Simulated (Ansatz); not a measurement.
**Relaxing an invented Ba5HfO2 structure**

The calculation used DFT PBE, scalar-relativistic, plane waves, PAW in Ansatz 0.2.0. Cutoff 420 eV, Gaussian smearing, Γ-centred meshes. Cell and atoms relax first on a coarse mesh, the cell is then made exact in the group found at 0.06 to 0.08 Å, and last on a converged mesh; the steps can't lower the symmetry of their start. No spin polarisation.

The guess for Ba5HfO2 was made by a generator: random cell by space group and Wyckoff sites (R-3m, No. 166). Its size is a rough estimate.

```
Ba Hf O
1.0
     3.57027    2.06130    4.89983
    -3.57027    2.06130    4.89983
     0.00000   -4.12259    4.89983
Ba Hf O
5 1 2
Direct
  0.50000 0.50000 0.00000
  0.00000 0.50000 0.50000
  0.50000 0.00000 0.50000
  0.89513 0.89513 0.89513
  0.10487 0.10487 0.10487
  0.50000 0.50000 0.50000
  0.64235 0.64235 0.64235
  0.35765 0.35765 0.35765
```

Energies over the elements count from the elements' standard structures at the same level (O₂ as a molecule), with no fitted energy shifts.

Question: What does it relax into?

Answer: The symmetry stays R-3m (No. 166). The volume per atom grows by 66.0 %, from 27.0 to 44.9 Å³. The shortest distance goes from 2.09 Å (Ba–O and Hf–O) to 1.98 Å (Hf–O). The ratio c/a of the conventional cell changes by a factor of 1.11. Conventional cell: a = 8.168 Å, c = 18.648 Å. Around Ba on a site of symmetry 2/m lie 2 O at 2.61 Å, 2 Hf at 3.90 Å, 4 Ba at 4.08 Å and 6 Ba at 4.54–4.70 Å; Ba on a site of symmetry 3m is surrounded by 13 Ba at 4.54–4.96 Å, 3 Hf at 4.78 Å and 4 O at 4.87–5.00 Å; Hf is surrounded by 2 O at 1.98 Å, 6 Ba at 3.90 Å and 6 Ba at 4.78 Å; O has 1 Hf at 1.98 Å, 3 Ba at 2.61 Å, 1 O at 3.97 Å and 4 Ba at 4.87–5.00 Å.

```cif
data_structure
_symmetry_space_group_name_H-M 'R-3m:H'
_symmetry_Int_Tables_number 166
_cell_length_a 8.1677
_cell_length_b 8.1677
_cell_length_c 18.6482
_cell_angle_alpha 90.000
_cell_angle_beta 90.000
_cell_angle_gamma 120.000
_cell_volume 1077.37
loop_
_atom_site_label
_atom_site_type_symbol
_atom_site_symmetry_multiplicity
_atom_site_Wyckoff_symbol
_atom_site_fract_x
_atom_site_fract_y
_atom_site_fract_z
_atom_site_occupancy
Ba1 Ba 9 e 0.16667 0.33333 0.33333 1
Ba2 Ba 6 c 0.33333 0.66667 0.54143 1
Hf1 Hf 3 b 0.33333 0.66667 0.16667 1
O1 O 6 c 0.33333 0.66667 0.27306 1
```

Question: Give its energy and gap.

Answer:

- Formation energy: −1.12 eV/atom
- Gap on the 6×6×6 mesh of the 8-atom cell: 0 eV (a metal)

The last run used Gaussian smearing of 0.10 eV. Spin–orbit coupling, which can matter for Hf, is left out. The cell is a metal run without spin; a magnetic state may lie lower. A later test with randomly moved atoms led to a structure 24 meV/atom lower, so this end is a saddle point or a shallow minimum. Another cell of the same search, in C2, lies 24 meV/atom lower, so this cell isn't the stable form at this level.
